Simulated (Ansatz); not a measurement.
Starting cell, NbRu (space group P4/mmm):

```xyz
4
Lattice="2.9992 0.0000 0.0000 0.0000 2.9992 0.0000 0.0000 0.0000 6.7506" Properties=species:S:1:pos:R:3 pbc="T T T"
Nb     0.0000     0.0000     0.0000
Nb     0.0000     0.0000     3.3753
Ru     1.4996     1.4996     1.6877
Ru     1.4996     1.4996     5.0630
```

A phonon eigenvector at Z = (0.0, 0.0, 0.5) is frozen into this cell: atom i moves by Q times the vector below, so Q is the largest atomic displacement, in Å. The cell is held. (q is in reciprocal vectors of the primitive cell; the cell shown is doubled to hold the pattern.)

```tsv
atom	x	y	z
Ru3	0.000	0.000	1.000
Ru4	0.000	0.000	-1.000
```

Atoms not listed stay in place.

All values below come from LDA (plane waves to 420 eV, PAW, scalar-relativistic; Ansatz, a program for electronic structure). k mesh 15×15×7 (Γ-centred), Fermi-Dirac smearing 0.05 eV. E stands for the smeared free energy. With partly filled bands, energies and forces of such displacements shift with the k mesh and the smearing. NbRu is run without spin polarisation. NbRu was relaxed with its symmetry unable to fall. The zero of ΔE is the undisplaced structure. The last digit holds for this mesh only.

```tsv
Q (Å)	ΔE (meV/cell)
-0.1760	withheld
-0.1467	15.62
-0.1173	-1.72
-0.0880	-7.52
-0.0587	-5.80
-0.0293	-1.86
0.0000	0.00
0.0293	-1.86
0.0587	-5.80
0.0880	-7.52
0.1173	-1.72
0.1467	15.62
0.1760	withheld
```

Q: Fit an even polynomial form (powers 2, 4, 6) to the given rows and predict ΔE at Q = -0.1760.

A: Least squares on the 11 given rows: ΔE = (-2309)·Q² + (190200)·Q⁴ + (-2287000)·Q⁶, in meV/cell with Q in Å; root-mean-square residual 0.013 meV/cell. At -0.1760 the fit gives 43.00 meV/cell; the calculation gives 49.48 meV/cell, so the extrapolation is off by -6.48 (-13.1 %). The quadratic term alone would give -71.52 meV/cell: it is negative, as the undisplaced cell is unstable along this move.

(For displaced atoms, the force is minus the slope of the energy, and its curvature is a force constant, which sets phonon frequencies.)
